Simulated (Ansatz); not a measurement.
Input and command of a plane-wave DFT calculation in Ansatz:

```yaml
crystal:
  lattice:
    - [5.4721979736, 0.0, 0.0]
    - [-1.8240659912, 5.1592377269, 0.0]
    - [0.0, 0.0, 23.9419309356]
  atoms:
    - { symbol: W, position: [0.25, 0.25, 0.3341418043] }
    - { symbol: W, position: [0.25, 0.75, 0.3341418043] }
    - { symbol: W, position: [0.75, 0.25, 0.3341418043] }
    - { symbol: W, position: [0.75, 0.75, 0.3341418043] }
    - { symbol: W, position: [0.5, 0.5, 0.4254230672] }
    - { symbol: W, position: [0.5, 0.0, 0.4254230672] }
    - { symbol: W, position: [0.0, 0.5, 0.4254230672] }
    - { symbol: W, position: [0.0, 0.0, 0.4254230672] }
    - { symbol: W, position: [0.75, 0.75, 0.5166759822] }
    - { symbol: W, position: [0.75, 0.25, 0.5166759822] }
    - { symbol: W, position: [0.25, 0.75, 0.5166759822] }
    - { symbol: W, position: [0.25, 0.25, 0.5166759822] }
    - { symbol: "N", position: [0.0960541552, 0.2664911867, 0.6473128973] }
    - { symbol: H, position: [0.0280797752, 0.3992579612, 0.6266629338] }
    - { symbol: H, position: [0.1745274528, 0.352059623, 0.6851628102] }
    - { symbol: H, position: [0.25, 0.25, 0.6236013595] }
basis:
  ecutwfc: 420
kpoints:
  mp_grid: { grid: [4, 4, 1] }
hamiltonian:
  xc: pbe
  dispersion: d3bj
scf:
  occupations: { method: gaussian, width: 0.1 }
output:
  forces: true
  eigenvalues: true
relax:
  adjacent_minimum: "off"
  f_tol: 0.04
  max_steps: 100
  constraints: [{ sites: [0, 1, 2, 3] }]
efield:
  axis: 3
  dipole_correction: true
  ramp_width: 0.04
```

```bash
ansatz run input.yaml --threads 4 --pin off --max-ram 10240MiB --backend cpu --events-out ev --progress --plain --runs-dir out
```

Processor: Intel(R) Xeon(R) Platinum 8488C (Sapphire Rapids), 4 threads, on a host shared with other jobs.

Q: Estimate time, memory and problem size.

A: About 4.1 min on 4 threads of Intel(R) Xeon(R) Platinum 8488C (Sapphire Rapids), on a shared host, peak memory 1.9 GiB. It solves 106 bands at 10 k points (the mesh reduced by the symmetry that the task leaves, which can be less than the crystal's) with about 13197 plane waves, in 123 SCF iterations over 21 ionic steps.
